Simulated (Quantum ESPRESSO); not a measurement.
# Planted mistakes on one cell of GeSiAlFO5

The results below are calculated, not measured. They come from pw.x of Quantum ESPRESSO 7.5, a plane-wave density functional program, with PseudoDojo standard norm-conserving files (v0.5 for PBE, v0.4.1 for LDA and PBEsol). The cells are made up: elements, strain and atom displacements were drawn at random, and nothing was relaxed. There is no spin polarisation, spin-orbit coupling or dispersion term.

The cell has 10 sites of a corundum lattice. Sites 1 to 4 hold empty Ge Si Al; sites 5 to 10 hold F O O O O O. Cell vectors in Å: (2.322, 1.346, 4.276); (-2.389, 1.400, 4.295); (0.014, -2.678, 4.264). Settings: PBE, cutoff 1143 eV, 6 x 6 x 6 k mesh shifted by half a step, Fermi-Dirac smearing of 0.025 eV.

The intended run has a self-consistency threshold of 1e-07 eV, a smearing term of 0.000 eV, a pressure of 5.16 GPa and 12 iterations. Each further run changes one thing: all lengths scaled by 1.0180; atoms of sites 5 and 8 exchanged; cutoff 620 eV; files of PBEsol; k mesh 2 x 2 x 2; one electron removed; smearing 0.78 eV; threshold 0.4 eV. A coarse mesh keeps the shift, and a charged cell sits in a uniform background.

| run | change of free energy (eV) | smearing term -TS (eV) | change of P (GPa) | largest change of a force component (eV/Å) | iterations |
| --- | --- | --- | --- | --- | --- |
| A | 0.013 | 0.000 | -10.86 | 0.413 | 12 |
| B | 0.027 | 0.000 | 0.01 | 0.063 | 12 |
| C | 0.224 | 0.000 | -13.47 | 2.062 | 3 |
| D | -0.299 | -1.212 | 3.78 | 0.378 | 11 |
| E | -0.853 | 0.000 | -1.10 | 5.378 | 12 |
| F | -8.416 | -0.015 | -28.83 | 2.001 | 14 |
| G | 21.272 | 0.000 | -210.01 | 0.332 | 12 |
| H | 11.939 | 0.000 | -6.30 | 0.137 | 12 |

A rerun of the intended cell at 1437 eV and k mesh 8 x 8 x 8 moved values by no more than 0.003 eV in the cell's energy, 0.04 GPa in stress and 0.002 eV/Å in force.

Question: which change belongs to which run?

## Worked reading

Run C has the fewest iterations, as a run stopped early does. Run D has the largest smearing term, as wide smearing gives. Run G has a higher energy and the largest fall in pressure, as too small a basis gives. Run A changes the volume by a factor of 1.0550; minus its pressure change over the logarithm of that factor, 203 GPa, is a rough bulk modulus with clamped atoms. Energies from files of another functional, or of a charged cell, have another zero and say nothing on stability; the pressure of a charged cell rests on the program's zero of potential too.

## Key

| run | change |
| --- | --- |
| A | all lengths scaled by 1.0180 |
| B | k mesh 2 x 2 x 2 |
| C | threshold 0.4 eV |
| D | smearing 0.78 eV |
| E | atoms of sites 5 and 8 exchanged |
| F | one electron removed |
| G | cutoff 620 eV |
| H | files of PBEsol |